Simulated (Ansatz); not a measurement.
Structures of Mg₃Be: which is lowest?

Plane-wave DFT in Ansatz with scalar-relativistic PAW potentials, cutoff 420 eV, Γ-centred meshes chosen by cell and gap, Gaussian smearing with energies taken to zero width. Every cell was relaxed (cell and atoms) in a run of its own, within the symmetry of its start. Functional: PBE.

Relaxed structures (starts from databases or built by putting these elements on another compound's sites):
A. Pm-3m, 4 atoms in the computed cell, a = 4.225 Å; sites (symmetry × multiplicity) Mg 4/mm.m × 3, Be m-3m × 1; start: built
B. I4/mmm, 4 atoms in the computed cell, a = 4.519 Å, c = 7.289 Å; sites (symmetry × multiplicity) Mg -4m2 × 4 + 4/mmm × 2, Be 4/mmm × 2; start: built

Task: Rank them by energy. Could pressure change the order?

Result:
| structure | group | E − E(lowest) (meV/atom) | V (Å³/atom) | gap on mesh (eV) |
| --- | --- | --- | --- | --- |
| A | Pm-3m | 0.0 | 18.86 | 0.00 |
| B | I4/mmm | 5.3 | 18.60 | 0.00 |

A is lowest, 5 meV/atom under B. The two lowest differ in volume by under 3 %, too little for a first-order estimate of what pressure does to that pair (other pairs aren't weighed here); with rigid cells even 3 % in favour of the higher one would need about 1 GPa. Other structures may lie lower than all of these, and vibrations aren't counted.